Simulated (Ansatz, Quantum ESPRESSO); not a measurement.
This is a calculation of MgB for Quantum ESPRESSO 7.5. The cell comes from a database or a generator and needn't be the stable form of this composition.

Contents of pw.in:

```
&CONTROL
  calculation = 'scf'
  prefix = 'pwscf'
  outdir = './tmp'
  pseudo_dir = './pseudo'
  tprnfor = .true.
  tstress = .true.
  disk_io = 'low'
/
&SYSTEM
  ibrav = 0
  nat = 2
  ntyp = 2
  ecutwfc = 55
  ecutrho = 440
  nbnd = 7
  occupations = 'smearing'
  smearing = 'fd'
  degauss = 0.00367493
/
&ELECTRONS
  conv_thr = 4d-10
  electron_maxstep = 120
  mixing_beta = 0.5
/
ATOMIC_SPECIES
Mg    24.3050 Mg.pbe-n-kjpaw_psl.0.3.0.UPF
B     10.8100 b_pbe_v1.4.uspp.F.UPF
CELL_PARAMETERS angstrom
   2.8951500000    0.0000000000    0.0000000000
   0.0000000000    2.8951500000    0.0000000000
   0.0000000000    0.0000000000    2.8951500000
ATOMIC_POSITIONS crystal
Mg     0.0000000000    0.0000000000    0.0000000000
B      0.5000000000    0.5000000000    0.5000000000
K_POINTS automatic
9 9 9 0 0 0
```

The input pp_density.in:

```
&INPUTPP
  prefix = 'pwscf'
  outdir = './tmp'
  filplot = 'density.dat'
  plot_num = 0
/
&PLOT
  nfile = 1
  filepp(1) = 'density.dat'
  iflag = 3
  output_format = 6
  fileout = 'density.cube'
/
```

The input pp_potential.in:

```
&INPUTPP
  prefix = 'pwscf'
  outdir = './tmp'
  filplot = 'potential.dat'
  plot_num = 11
/
&PLOT
  nfile = 1
  filepp(1) = 'potential.dat'
  iflag = 3
  output_format = 6
  fileout = 'potential.cube'
/
```

Potentials or basis: SSSP 1.3 efficiency PBE.

The run is started by

```sh
$ OMP_NUM_THREADS=1 pw.x -in pw.in > pw.out
$ OMP_NUM_THREADS=1 pp.x -in pp_density.in > pp_density.out
$ OMP_NUM_THREADS=1 pp.x -in pp_potential.in > pp_potential.out
```

Question: Translate it to Ansatz 0.2.0. Potentials or basis there: all-electron LAPW, scalar-relativistic.

Answer: As run (cutoffs and basis follow the program's own potentials, and thresholds, step limits or extra output files can differ):

The input input.yaml:

```yaml
crystal:
  lattice:
    - [2.89515, 0.0, 0.0]
    - [0.0, 2.89515, 0.0]
    - [0.0, 0.0, 2.89515]
  atoms:
    - { symbol: Mg, position: [0.0, 0.0, 0.0] }
    - { symbol: B, position: [0.5, 0.5, 0.5] }
kpoints:
  mp_grid: { grid: [9, 9, 9] }
scf:
  occupations: { method: fermi_dirac, width: 0.05 }
hamiltonian:
  xc: pbe
  pseudopotentials: { kind: all_electron, lapw: { basis_error: 0.001 } }
output:
  forces: true
  stress: true
  eigenvalues: true
  populations: true
```

Potentials or basis: all-electron LAPW, scalar-relativistic.

The run is started by

```bash
$ ansatz run input.yaml --threads 1 --pin off --max-ram 3072MiB --backend cpu --events-out ev --progress --plain --runs-dir out
```

Both were run:

|  | Quantum ESPRESSO | Ansatz |
| --- | --- | --- |
| Pressure | -0.1 GPa | 0.1 GPa |

Where Ansatz's input types no cutoff or centring, it takes its own default and a Γ-centred mesh.

Pressure is positive in compression.
